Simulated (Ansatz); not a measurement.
Bi₂Se₃: calculated against measured nuclear parameters

**Measured values to compare with.**

“Hyperfine coupling and spin polarization in the bulk of the topological insulator Bi2Se3”, 2014, arxiv:1407.1040 reports, for a bulk crystal: ν_Q of ²⁰⁹Bi 176 ± 2 kHz. On the ν_Q of ²⁰⁹Bi: satellite line spacing, not the full coupling constant e2qQ/h; common value for three n-doped samples.

Cell of run 1: a Materials Project structure (computed, not necessarily an observed phase).

```xyz
5
Lattice="2.0957 1.2099 9.9762 -2.0957 1.2099 9.9762 0.0000 -2.4199 9.9762" Properties=species:S:1:pos:R:3 pbc="T T T"
Bi    0.0000    0.0000   11.9246
Bi    0.0000    0.0000   18.0041
Se    0.0000    0.0000    0.0000
Se    0.0000    0.0000    6.4561
Se    0.0000    0.0000   23.4726
```

Sites (sets of like atoms) are named by element and the number of their first atom in this list.

All runs are DFT with Ansatz 0.2.0 (plane waves and PAW, scalar-relativistic unless spin–orbit coupling is named, Γ-centred meshes, Fermi–Dirac smearing) in this cell.

Run 1: PBE, atoms as given; 420 eV, 8×8×8 k-points, smearing 0.02 eV.
Run 2: r2SCAN, at the relaxed atoms; 500 eV, 8×8×8 k-points, smearing 0.02 eV.
Run 3: PBE with spin–orbit coupling, at the relaxed atoms; 420 eV, 8×8×8 k-points, smearing 0.02 eV.
Run 4: LDA, at the relaxed atoms; 420 eV, 8×8×8 k-points, smearing 0.02 eV.

Relaxed positions (PBE, cell held):

```
CELL_PARAMETERS angstrom
2.09568 1.20994 9.97623
-2.09568 1.20994 9.97623
0.00000 -2.41989 9.97623
ATOMIC_POSITIONS crystal
Bi 0.39818 0.39818 0.39818
Bi 0.60182 0.60182 0.60182
Se 0.00000 0.00000 0.00000
Se 0.21632 0.21632 0.21632
Se 0.78368 0.78368 0.78368
```

²⁰⁹Bi: I = 9/2, Q = -516.0 mb (Pyykkö 2018). C_Q = eQV_zz/h. ν_Q = 3|C_Q|/[2I(2I − 1)].

Q: How well do the runs reproduce the measured values?

A: 

| quantity | unit | measured | run 1 | run 2 | run 3 | run 4 |
| --- | --- | --- | --- | --- | --- | --- |
| ν_Q of ²⁰⁹Bi | MHz | 0.176 | 0.197 | 0.567 | 0.439 | 0.170 |

For the ν_Q of ²⁰⁹Bi, the closest is run 4 (-3 %), the farthest run 2 (+222 %).

The cell is a computed one and can differ from the measured cell by some per cent in volume. The runs hold the atoms at rest, while the measurements include thermal motion.

Newer work puts Q(²⁰⁹Bi) near −420 mb, which would lower these couplings by about a fifth. Semilocal functionals make gaps too small and can close them, so the real compound need not be a metal. In runs 1, 4 the gap is small for the k-mesh or the smearing, and small gradients can still move by 0.1 × 10²¹ V/m² or more. In run 3 there is no gap above 0.1 eV, so the gradients can move by 10 % or more with the k-mesh.
